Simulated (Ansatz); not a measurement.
## WSe2 at a changed volume — electric field gradients

The cell is an entry of the Crystallography Open Database (COD), relaxed with PBE at fixed cell and then changed (volume scaled by 0.96, ions relaxed).

```yaml
crystal:
  lattice:
    - [3.24553, 0.00000, 0.00000]
    - [-1.62277, 2.81071, 0.00000]
    - [0.00000, 0.00000, 12.79471]
  atoms:
    - { symbol: W, position: [0.33333, 0.66667, 0.25000] }
    - { symbol: W, position: [0.66667, 0.33333, 0.75000] }
    - { symbol: Se, position: [0.33333, 0.66667, 0.61744] }
    - { symbol: Se, position: [0.66667, 0.33333, 0.11744] }
    - { symbol: Se, position: [0.33333, 0.66667, 0.88256] }
    - { symbol: Se, position: [0.66667, 0.33333, 0.38256] }
```

Atoms are numbered from 1 in the order listed; like atoms form one site, named after its first atom.

All values are calculated (Ansatz; DFT, PBE, plane waves and PAW, scalar-relativistic, collinear spin, 420 eV cutoff, Γ-centred 15×15×4 k-points, Fermi–Dirac smearing 0.02 eV), not measured. Start moments as typed (μB): 2 on each W, none on the rest.

C_Q = eQV_zz/h, which is 24.18 MHz for Q = 1 b and V_zz = 10²¹ V/m²; η = (V_xx − V_yy)/V_zz. Directions are in the Cartesian axes of the cell vectors above, for the atom listed; none is given where the gradient is under 0.02 or η is above 0.95.

(1) Which values are expected at the nuclei?

Results:

(1) 

| site | first atom | first shell | V_zz (10²¹ V/m²) | η | direction of V_zz (x, y, z) |
| --- | --- | --- | --- | --- | --- |
| W | 1 | 6 Se at 2.53 Å | -14.99 | 0.00 | 0.00 0.00 1.00 |
| Se | 3 | 3 W at 2.53 Å; also 6 Se at 3.25 Å | -6.42 | 0.00 | 0.00 0.00 1.00 |

An axis of threefold or higher order runs through W and Se, so V_zz lies along it and η is zero.

Without spin–orbit coupling the gradients at and beside W can be off by some per cent, at some sites by more. At this changed cell the PBE pressure is 6 GPa. The start moments die out, and the run ends without spin.
